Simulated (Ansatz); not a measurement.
Si in space group I-43m (No. 217; Si on 2a, Si on 8c, Si on 12d, Si on 24g) under volume change, r²SCAN in the plane-wave PAW code Ansatz, shape and atoms relaxed at each volume.

| V (Å³/atom) | E − E(relaxed) (meV/atom) | P (GPa) |
|---|---|---|
| 20.151 | 57.0 | 9.93 |
| 20.816 | 24.0 | 6.09 |
| 21.480 | 5.7 | 2.81 |
| 22.144 | 0.0 | 0.00 |
| 22.809 | 5.1 | -2.40 |
| 23.473 | 19.4 | -4.45 |
| 24.137 | 41.6 | -6.19 |

**Question.** What does a third-order Birch–Murnaghan fit give for V₀, B₀ and B′?

**Answer.** V₀ = 22.14 Å³/atom, B₀ = 86.3 GPa, B′ = 4.2.

The start of the workflow was typed in or built on a structure type; the Crystallography Open Database copy checked does not list it. It is not the phase usual at ambient conditions (space group No. 227). The r²SCAN relaxation kept the symmetry of its start; whether a distortion lowers the energy is not shown.

Potentials: the later of the program's two PAW sets.
